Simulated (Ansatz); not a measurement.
Data:

ZnSe (zinc blende)

```yaml
crystal:
  lattice:
    - [0.00000, 2.86650, 2.86650]
    - [2.86650, 0.00000, 2.86650]
    - [2.86650, 2.86650, 0.00000]
  atoms:
    - { symbol: Se, position: [0.75000, 0.75000, 0.75000] }
    - { symbol: Zn, position: [0.00000, 0.00000, 0.00000] }
```

In this cell atom 1 (Se, nearest neighbour Zn at 2.482 Å; its periodic images, 4.1 Å or more away, move with it) is moved by s along Cartesian x, unit vector (1.000, 0.000, 0.000); all other atoms and the cell stay fixed.

Computed with PBE (plane waves to 420 eV, PAW, scalar-relativistic; Ansatz, a first-principles code). k mesh 8×8×8 (Γ-centred), Fermi-Dirac smearing 0.05 eV. The energy includes the smearing's −TS. ZnSe was relaxed with its symmetry unable to fall. The zero of ΔE is the undisplaced structure.

The scan covers s from -0.500 to 0.500 Å in 11 points.

**Question.** Is this a single well or a double well?

**Answer.** A single well with its minimum at or next to zero displacement.

**Question.** Is the energy the same for equal positive and negative displacements?

**Answer.** Even: the same for both signs. With its periodic images moving along, the atom's site symmetry in this cell is -43m.

**Question.** What is the force constant k = d²E/ds² of this move at s = 0?

**Answer.** 4.98 eV/Å².

**Question.** With two atoms in the cell this is the zone-centre optical mode. What wavenumber follows (transverse: no LO-TO term)?

**Answer.** 194 cm⁻¹.

(For displaced atoms, the force is minus the slope of the energy, and its curvature is a force constant, which sets phonon frequencies.)
